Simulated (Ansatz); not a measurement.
## Is this Na₆BN structure a true minimum?

The cell was found from a structure generator's guess, not taken from experiment.

The calculation used DFT PBE, scalar-relativistic, plane waves, PAW (Ansatz 0.2.0). Cutoff 420 eV; k points 8×8×8 on the computed 8-atom cell (Γ-centred); Gaussian smearing, width 0.10 eV; no spin polarisation.

The cell below (8 atoms, space group Fm-3m (No. 225)) is relaxed within its symmetry.

```xyz
8
Lattice="0.0000 5.0159 5.0159 5.0159 0.0000 5.0159 5.0159 5.0159 0.0000" Properties=species:S:1:pos:R:3 pbc="T T T"
Na    5.0159    7.3692    5.0159
Na    5.0159    5.0159    2.6625
Na    5.0159    2.6625    5.0159
Na    7.3692    5.0159    5.0159
Na    2.6625    5.0159    5.0159
Na    5.0159    5.0159    7.3692
B     0.0000    0.0000    0.0000
N     5.0159    5.0159    5.0159
```

For the test it was strained at random (σ = 1.5 % a component), the atoms were moved at random (σ = 0.05 Å), and all was relaxed again on a coarse 4×4×4 mesh (in the run’s order of axes) with 0.10 eV smearing, with no symmetry imposed.

The cell is a metal run without spin; a magnetic state may lie lower.

**Question.** What happens?

**Answer.** It doesn't return. The energy falls by 26 meV/atom on that mesh, the volume changes by -16.3 %, and the end has space group R-3 (No. 148) at a loose tolerance. Relaxed again on a 9×9×9 mesh with 0.10 eV smearing, the new structure lies 26 meV/atom below the first (mesh in the axes of the run's cell; the cell below is made exact in the group named). Space group R-3 (No. 148), trigonal, a = 6.264 Å, c = 18.634 Å. Na has 1 N at 2.36 Å, 1 B at 2.70 Å, 2 Na at 3.23 Å and 2 Na at 3.45 Å; B has 6 Na at 2.70 Å; N is surrounded by 6 Na at 2.36 Å.

```cif
data_structure
_symmetry_space_group_name_H-M 'P 1'
_symmetry_Int_Tables_number 1
_cell_length_a 7.1876
_cell_length_b 7.1876
_cell_length_c 7.1876
_cell_angle_alpha 51.670
_cell_angle_beta 51.670
_cell_angle_gamma 51.670
_cell_volume 211.09
loop_
_atom_site_label
_atom_site_type_symbol
_atom_site_fract_x
_atom_site_fract_y
_atom_site_fract_z
_atom_site_occupancy
Na1 Na 0.59480 0.27198 0.86667 1
Na2 Na 0.27198 0.86667 0.59480 1
Na3 Na 0.40520 0.72802 0.13333 1
Na4 Na 0.86667 0.59480 0.27198 1
Na5 Na 0.13333 0.40520 0.72802 1
Na6 Na 0.72802 0.13333 0.40520 1
B1 B 0.00000 0.00000 0.00000 1
N1 N 0.50000 0.50000 0.50000 1
```
